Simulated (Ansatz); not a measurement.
LaAsO$_{3}$:
```
CELL_PARAMETERS angstrom
      4.39095     0.00000     0.00000
      0.00000     5.28733     0.00000
     -1.65232     0.00000     5.95344
ATOMIC_POSITIONS crystal
  La 0.33484 0.75000 0.70144
  La 0.66516 0.25000 0.29856
  As 0.07765 0.75000 0.14273
  As 0.92235 0.25000 0.85727
  O  0.66497 0.75000 0.11762
  O  0.33503 0.25000 0.88238
  O  0.19310 0.50087 0.34202
  O  0.80690 0.49913 0.65798
  O  0.80690 0.00087 0.65798
  O  0.19310 0.99913 0.34202
```

Relaxed with PBEsol. Special points in fractions of this cell's reciprocal vectors: Γ (0.000, 0.000, 0.000); Z (0.000, 0.500, 0.000); D (0.000, 0.500, 0.500); B (0.000, 0.000, 0.500); A (-0.500, 0.000, 0.500); E (-0.500, 0.500, 0.500); C2 (-0.500, 0.500, 0.000); Y2 (-0.500, 0.000, 0.000).

List the band energies nearest the valence-band maximum at these points for the program Ansatz at the PBEsol level (PAW).

In eV from the valence-band maximum; about four levels below and three above (degenerate sets whole), none deeper than 8.9 eV; points with the same levels are listed once.

| k | below | above |
|---|---|---|
| Γ | -1.47 -1.46 -1.13 -1.11 | 3.23 3.71 3.80 |
| Z | -1.73 -1.73 -1.04 -1.04 | 3.74 3.74 3.88 3.88 |
| D | -1.72 -1.72 -0.88 -0.88 | 3.65 3.65 3.84 3.84 |
| B | -1.73 -1.44 -1.32 -0.76 | 3.33 3.71 3.73 |
| A | -1.50 -1.49 -0.65 0.00 | 2.74 3.73 3.76 |
| E | -1.64 -1.64 -0.15 -0.15 | 3.12 3.12 3.79 3.79 |
| C2 | -1.71 -1.71 -0.23 -0.23 | 3.58 3.58 3.80 3.80 |
| Y2 | -1.49 -1.20 -0.59 -0.17 | 2.83 3.71 3.73 |

Space group P2_1/m. The workflow started from a Materials Project entry (that database holds measured and hypothetical structures alike); the Crystallography Open Database copy checked does not list it. Whether it is the stable phase at ambient conditions was not checked. The cell was relaxed with PBEsol under the symmetry of its start; whether a distortion lowers the energy is not shown. Spin–orbit coupling is left out wherever it is not named.

Potentials: the later of the program's two PAW sets.
